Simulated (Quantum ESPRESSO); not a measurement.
## Os2Mo3Al2Nb (input and log of a self-consistent run)

Simulated, not a measurement. The program is pw.x of Quantum ESPRESSO 7.5 (plane-wave density functional theory). The cell is made up: eight metal atoms on a hexagonal close-packed lattice, with elements, volume, strain and displacements drawn at random and not relaxed, so it may be unstable or far from any real phase. PseudoDojo standard norm-conserving files set the functional (PBE unless stated); there is no spin polarisation or spin-orbit coupling, the Fermi-Dirac width of 0.25 eV means electrons at about 2900 K, and the masses in the input are unused placeholders. Heavy elements are run without spin-orbit coupling, which real alloys of them have. A spin test at this wide smearing found no moment, but such smearing suppresses magnetism that the real alloy may have.

Input:

```
&control calculation='scf', pseudo_dir='./dojo.nc.sr.pbe.v0_5.standard.upf', outdir='./o', disk_io='minimal', tprnfor=.true., tstress=.true. /
&system ibrav=0, nat=8, ntyp=4, nbnd=63, ecutwfc=82.02448710, nosym=.true., tot_charge=0,
 occupations='smearing', smearing='fd', degauss=0.0183746611
/
&electrons conv_thr=1.470e-08, electron_maxstep=70, mixing_beta=0.5 /
ATOMIC_SPECIES
Al 1.0 Al.upf
Mo 1.0 Mo.upf
Nb 1.0 Nb.upf
Os 1.0 Os.upf
CELL_PARAMETERS angstrom
-2.9041 0.0 0.0
0.0 0.0 -4.604
0.0 -10.0603 0.0
ATOMIC_POSITIONS angstrom
Os 0.0058 0.0277 -0.0426
Mo -0.0132 -5.1296 -0.0436
Mo -0.0587 -3.3329 -2.3143
Os 0.0501 -8.4159 -2.3368
Mo -1.4453 -2.5503 0.0117
Al -1.43 -7.5209 0.0139
Al -1.3553 -0.8861 -2.2038
Nb -1.473 -5.9657 -2.2246
K_POINTS automatic
8 5 3 1 1 1
```

The log is shortened where brackets say so; the opening notice, blank lines, dates and the lines on written files are dropped, and the path of the files is cut. It prints rydbergs, bohrs and kilobars, and counts compression as positive stress. Its total energy is the free energy E - TS of the whole cell.

```
     Program PWSCF v.7.5
     Parallel version (MPI & OpenMP), running on       4 processor cores
     Number of MPI processes:                 4
     Threads/MPI process:                     1
     [start-up lines left out]
     bravais-lattice index     =            0
     lattice parameter (alat)  =       5.4880  a.u.
     unit-cell volume          =     907.7252 (a.u.)^3
     number of atoms/cell      =            8
     number of atomic types    =            4
     number of electrons       =        93.00
     number of Kohn-Sham states=           63
     kinetic-energy cutoff     =      82.0245  Ry
     charge density cutoff     =     328.0979  Ry
     scf convergence threshold =      1.5E-08
     mixing beta               =       0.5000
     number of iterations used =            8  plain     mixing
     Exchange-correlation= PBE
                           (   1   4   3   4   0   0   0)
     [axes and pseudopotential details left out]
   Cartesian axes
     site n.     atom                  positions (alat units)
         1        Os     tau(   1) = (   0.0019972   0.0095382  -0.0146689  )
         2        Mo     tau(   2) = (  -0.0045453  -1.7663304  -0.0150133  )
         3        Mo     tau(   3) = (  -0.0202128  -1.1476533  -0.7969078  )
         4        Os     tau(   4) = (   0.0172515  -2.8979374  -0.8046555  )
         5        Mo     tau(   5) = (  -0.4976757  -0.8781722   0.0040288  )
         6        Al     tau(   6) = (  -0.4924073  -2.5897524   0.0047863  )
         7        Al     tau(   7) = (  -0.4666850  -0.3051203  -0.7588582  )
         8        Nb     tau(   8) = (  -0.5072139  -2.0542337  -0.7660205  )
     number of k points=    60  Fermi-Dirac smearing, width (Ry)=  0.0184
                       cart. coord. in units 2pi/alat
        k(    1) = (  -0.0625000  -0.0481116  -0.0630778), wk =   0.0333333
        k(    2) = (  -0.0625000   0.1443347  -0.0630778), wk =   0.0333333
     [further k points left out]
     Dense  grid:    91157 G-vectors     FFT dimensions: (  32,  54, 120)
     Estimated max dynamical RAM per process >     324.15 MB
     Estimated total dynamical RAM >       1.20 GB
     Initial potential from superposition of free atoms
     starting charge      92.9881, renormalised to      93.0000
     Starting wfcs are   68 randomized atomic wfcs
     total cpu time spent up to now is        7.5 secs
     per-process dynamical memory:   257.8 Mb
     Self-consistent Calculation
     iteration #  1     ecut=    82.02 Ry     beta= 0.50
     Davidson diagonalization with overlap
     ethr =  1.00E-02,  avg # of iterations =  3.4
     total cpu time spent up to now is       24.9 secs
     total energy              =    -959.17972008 Ry
     estimated scf accuracy    <       1.83570927 Ry
     iteration #  2     ecut=    82.02 Ry     beta= 0.50
     Davidson diagonalization with overlap
     ethr =  1.97E-03,  avg # of iterations =  5.1
     total cpu time spent up to now is       46.0 secs
     total energy              =    -954.29392020 Ry
     estimated scf accuracy    <     184.31405137 Ry
     iteration #  3     ecut=    82.02 Ry     beta= 0.50
     Davidson diagonalization with overlap
     ethr =  1.97E-03,  avg # of iterations =  5.0
     total cpu time spent up to now is       68.4 secs
     total energy              =    -959.84574304 Ry
     estimated scf accuracy    <       4.41134221 Ry
     iteration #  4     ecut=    82.02 Ry     beta= 0.50
     Davidson diagonalization with overlap
     ethr =  1.97E-03,  avg # of iterations =  1.9
     total cpu time spent up to now is       82.2 secs
     total energy              =    -960.02784677 Ry
     estimated scf accuracy    <       3.50544339 Ry
     iteration #  5     ecut=    82.02 Ry     beta= 0.50
     Davidson diagonalization with overlap
     ethr =  1.97E-03,  avg # of iterations =  1.0
     total cpu time spent up to now is       94.8 secs
     total energy              =    -960.12800448 Ry
     estimated scf accuracy    <       0.95111829 Ry
     [iterations 6 to 14 left out]
     iteration # 15     ecut=    82.02 Ry     beta= 0.50
     Davidson diagonalization with overlap
     ethr =  3.58E-09,  avg # of iterations =  1.9
     total cpu time spent up to now is      237.1 secs
     total energy              =    -960.20538868 Ry
     estimated scf accuracy    <       0.00002482 Ry
     iteration # 16     ecut=    82.02 Ry     beta= 0.50
     Davidson diagonalization with overlap
     ethr =  3.58E-09,  avg # of iterations =  1.1
     total cpu time spent up to now is      249.6 secs
     total energy              =    -960.20538948 Ry
     estimated scf accuracy    <       0.00000014 Ry
     iteration # 17     ecut=    82.02 Ry     beta= 0.50
     Davidson diagonalization with overlap
     ethr =  1.48E-10,  avg # of iterations =  2.0
     total cpu time spent up to now is      263.6 secs
     total energy              =    -960.20538949 Ry
     estimated scf accuracy    <       0.00000008 Ry
     iteration # 18     ecut=    82.02 Ry     beta= 0.50
     Davidson diagonalization with overlap
     ethr =  8.79E-11,  avg # of iterations =  1.3
     total cpu time spent up to now is      276.8 secs
     total energy              =    -960.20538950 Ry
     estimated scf accuracy    <       0.00000003 Ry
     iteration # 19     ecut=    82.02 Ry     beta= 0.50
     Davidson diagonalization with overlap
     ethr =  3.57E-11,  avg # of iterations =  1.2
     total cpu time spent up to now is      289.6 secs
     End of self-consistent calculation
     [lines on levels left out]
!    total energy              =    -960.20538949 Ry
     estimated scf accuracy    <       0.00000001 Ry
     smearing contrib. (-TS)   =      -0.13559742 Ry
     internal energy E=F+TS    =    -960.06979207 Ry
     The total energy is F=E-TS. E is the sum of the following terms:
     one-electron contribution =    -265.60599802 Ry
     hartree contribution      =     178.05101387 Ry
     xc contribution           =    -174.44812552 Ry
     ewald contribution        =    -698.06668240 Ry
     convergence has been achieved in  19 iterations
     Forces acting on atoms (cartesian axes, Ry/au):
     atom    1 type  4   force =     0.00798758   -0.00146043    0.01263481
     atom    2 type  2   force =     0.00212254    0.03729921    0.02531718
     atom    3 type  2   force =     0.00361181   -0.01500631   -0.00386540
     atom    4 type  4   force =    -0.00573894   -0.02146531    0.00532602
     atom    5 type  2   force =     0.00248143    0.02742890    0.00795369
     atom    6 type  1   force =     0.00062243   -0.07619396    0.00949788
     atom    7 type  1   force =    -0.01100591    0.04855445   -0.02016736
     atom    8 type  3   force =    -0.00008094    0.00084345   -0.03669682
     Total force =     0.118271     Total SCF correction =     0.000341
     Computing stress (Cartesian axis) and pressure
          total   stress  (Ry/bohr**3)                   (kbar)     P=     -128.47
  -0.00069097  -0.00001965   0.00000773         -101.65       -2.89        1.14
  -0.00001965  -0.00117450  -0.00003188           -2.89     -172.77       -4.69
   0.00000773  -0.00003188  -0.00075441            1.14       -4.69     -110.98
     init_run     :      6.91s CPU      7.14s WALL (       1 calls)
     electrons    :    281.48s CPU    282.15s WALL (       1 calls)
     forces       :      2.30s CPU      2.31s WALL (       1 calls)
     stress       :      8.23s CPU      8.23s WALL (       1 calls)
     [timing details left out]
     PWSCF        :   4m59.31s CPU   5m 0.25s WALL
     JOB DONE.
```

In other units: free energy -13064.260 eV for the cell, pressure -12.85 GPa, largest force component 1.959 eV/Å in size. The run took 302 s of wall time with four MPI processes on a shared machine (Intel Xeon, 2023 or later, virtual cores), so the time is rough. A rerun of this cell at a higher cutoff and on a denser mesh moved values by no more than 0.005 eV in energy, 0.08 GPa in stress and 0.010 eV/Å in force, and a second program with other atomic files agreed on that cell to 2 % rms in force and 0.5 GPa in pressure.